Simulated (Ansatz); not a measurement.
Consider the following.

ZnCdS2:
```cif
data_CdS2Zn
_chemical_formula_sum 'Zn1 Cd1 S2'
_space_group_name_H-M_alt 'P3m1'
_space_group_IT_number 156
_space_group_name_Hall 'P 3 -2"'
_cell_length_a 3.93411
_cell_length_b 3.93411
_cell_length_c 6.52299
_cell_angle_alpha 90.000
_cell_angle_beta 90.000
_cell_angle_gamma 120.000
loop_
_atom_site_label
_atom_site_type_symbol
_atom_site_symmetry_multiplicity
_atom_site_Wyckoff_symbol
_atom_site_fract_x
_atom_site_fract_y
_atom_site_fract_z
_atom_site_occupancy
Zn1 Zn 1 a 0.00000 0.00000 0.99925 1
Cd1 Cd 1 b 0.33333 0.66667 0.50697 1
S1 S 1 b 0.33333 0.66667 0.89173 1
S2 S 1 a 0.00000 0.00000 0.35404 1
```

This is the PBEsol-relaxed structure.

Question: All from DFT-PBEsol in the program Ansatz with PAW potentials, unless another level is named. Predict the bulk modulus (Birch–Murnaghan fit).

Answer: 66.7 GPa.

Question: Next, the highest zone-centre frequency (without LO–TO term)?

Answer: 324 cm⁻¹.

The first step of the workflow began from a Materials Project structure, measured or hypothetical; the Crystallography Open Database copy checked does not list it. Its standing as an ambient phase is unchecked. Symmetry was held in the PBEsol relaxation; of distortions, only those at the zone centre were tested.

Potentials: the later of the program's two PAW sets.
